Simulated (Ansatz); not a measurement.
NiGe:
```cif
data_Ge4Ni4
_chemical_formula_sum 'Ni4 Ge4'
_space_group_name_H-M_alt 'Pnma'
_space_group_IT_number 62
_space_group_name_Hall '-P 2ac 2n'
_cell_length_a 5.27470
_cell_length_b 3.46838
_cell_length_c 5.81480
_cell_angle_alpha 90.000
_cell_angle_beta 90.000
_cell_angle_gamma 90.000
loop_
_space_group_symop_operation_xyz
  'x, y, z'
  '-x, -y, -z'
  '-x+1/2, -y, z+1/2'
  'x+1/2, y, -z+1/2'
  'x+1/2, -y+1/2, -z+1/2'
  '-x+1/2, y+1/2, z+1/2'
  '-x, y+1/2, -z'
  'x, -y+1/2, z'
loop_
_atom_site_label
_atom_site_type_symbol
_atom_site_symmetry_multiplicity
_atom_site_Wyckoff_symbol
_atom_site_fract_x
_atom_site_fract_y
_atom_site_fract_z
_atom_site_occupancy
Ni1 Ni 4 c 0.00510 0.25000 0.80627 1
Ge1 Ge 4 c 0.19103 0.25000 0.41328 1
```

Relaxed with r²SCAN.

Task: Which orbitals make up the states near the Fermi level in r²SCAN in the plane-wave PAW code Ansatz?

Result: Within 0.5 eV of the Fermi level: Ni 3d 53 %, Ge 4p 33 %, Ge 4s 10 %. Projections are on Löwdin-orthogonalised atomic valence shells; empty p or d shells of many metals are not among them.

Task: Tabulate the density of states.

Result: States/eV per cell of 8 atoms, in 0.25 eV bins, energy from the Fermi level.

```
E (eV)  total  Ni 3d  Ge 4p  Ge 4s
------  -----  -----  -----  -----
-7.85    0.00   0.00   0.00   0.00
-7.60    0.00   0.00   0.00   0.00
-7.35    0.00   0.00   0.00   0.00
-7.10    0.00   0.00   0.00   0.00
-6.85    0.00   0.00   0.00   0.00
-6.60    0.57   0.09   0.37   0.03
-6.35    1.97   0.35   1.24   0.12
-6.10    3.23   0.66   1.91   0.23
-5.85    3.07   0.65   1.84   0.21
-5.60    3.62   0.92   2.11   0.25
-5.35    3.19   0.94   1.71   0.25
-5.10    3.29   1.15   1.61   0.25
-4.85    3.94   1.60   1.75   0.27
-4.60    3.49   1.55   1.48   0.21
-4.35    3.29   1.59   1.34   0.17
-4.10    4.29   2.32   1.58   0.15
-3.85    7.49   4.58   2.40   0.15
-3.60    9.88   6.98   2.44   0.11
-3.35   13.74  10.86   2.32   0.15
-3.10   14.92  12.21   2.25   0.12
-2.85   13.73  11.22   2.02   0.15
-2.60   16.61  14.39   1.69   0.10
-2.35   14.99  13.45   1.16   0.07
-2.10   17.25  16.03   0.81   0.07
-1.85   17.24  16.22   0.63   0.10
-1.60    9.73   8.44   0.90   0.17
-1.35    7.45   5.44   1.47   0.26
-1.10    4.88   2.93   1.51   0.20
-0.85    2.70   1.57   0.86   0.13
-0.60    2.91   1.98   0.68   0.15
-0.35    2.39   1.46   0.65   0.19
-0.10    2.37   1.29   0.76   0.22
0.15     2.51   1.26   0.87   0.27
0.40     2.74   1.25   1.02   0.31
0.65     3.19   1.30   1.35   0.35
0.90     3.15   1.20   1.36   0.38
1.15     2.76   0.98   1.22   0.36
1.40     3.17   1.05   1.46   0.43
1.65     3.30   0.98   1.64   0.41
1.90     2.77   0.76   1.47   0.33
2.15     2.76   0.70   1.48   0.29
2.40     3.00   0.72   1.62   0.33
2.65     2.49   0.55   1.38   0.25
2.90     2.49   0.49   1.43   0.23
3.15     3.04   0.55   1.79   0.25
3.40     3.11   0.52   1.91   0.21
3.65     2.87   0.43   1.81   0.19
3.90     2.81   0.38   1.78   0.18
4.15     3.11   0.39   1.99   0.19
4.40     2.79   0.31   1.77   0.15
4.65     3.02   0.32   1.94   0.14
4.90     3.17   0.31   2.07   0.14
```

The r²SCAN relaxation kept the symmetry of its start. The run is not spin-polarised. Scalar-relativistic: spin–orbit coupling is off unless named, which matters more the heavier the elements.

Potentials: the later of the program's two PAW sets.
